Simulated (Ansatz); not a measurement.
ZrIr$_{3}$:
```
ZrIr3
1.0
   -1.96915     1.96915     3.95632
    1.96915    -1.96915     3.95632
    1.96915     1.96915    -3.95632
Ir Zr
3 1
Direct
  0.50000   0.50000   0.00000
  0.75000   0.25000   0.50000
  0.25000   0.75000   0.50000
  0.00000   0.00000   0.00000
```

Relaxed with PBEsol. Special points in fractions of this cell's reciprocal vectors: Γ (0.000, 0.000, 0.000); X (0.000, 0.000, 0.500); P (0.250, 0.250, 0.250); N (0.000, 0.500, 0.000); M (0.500, 0.500, -0.500); S (0.312, 0.688, -0.312); S0 (-0.312, 0.312, 0.312); R (-0.124, 0.124, 0.500); G (0.500, 0.500, -0.124).

**Question.** List the band energies nearest the Fermi level at these points for DFT-PBEsol with spin–orbit coupling in the program Ansatz with PAW potentials.

**Answer.** In eV from the Fermi level; about four levels below and three above (degenerate sets whole), none deeper than 8.9 eV; points with the same levels are listed once.

| k | below | above |
|---|---|---|
| Γ | -1.35 -1.35 -0.82 -0.82 | 0.10 0.10 1.80 1.80 |
| X | -0.75 -0.75 -0.35 -0.35 | 0.20 0.20 0.53 0.53 |
| P | -1.15 -1.15 -1.04 -1.04 | 0.32 0.32 2.41 2.41 |
| N | -1.11 -1.11 -1.09 -1.09 | 0.28 0.28 0.53 0.53 |
| M | -1.05 -1.05 -0.14 -0.14 | 0.03 0.03 0.37 0.37 |
| S | -0.89 -0.89 -0.12 -0.12 | 0.41 0.41 1.05 1.05 |
| R | -0.21 -0.21 -0.01 -0.01 | 0.03 0.03 0.72 0.72 |

Space group I4/mmm. A made-up cell: these elements were put on the sites of a structure type; neither database checked (COD, Materials Project) lists it. COD files the formula under space group No. 221. Whether it is the stable phase at ambient conditions was not checked. Symmetry was held in the PBEsol relaxation; whether a distortion lowers the energy is not shown. No spin polarisation was allowed.

Potentials: the earlier of the program's two PAW sets. The files were generated under PBE; for other functionals the program regenerates the frozen cores, and for LDA and PBEsol the local potential too.
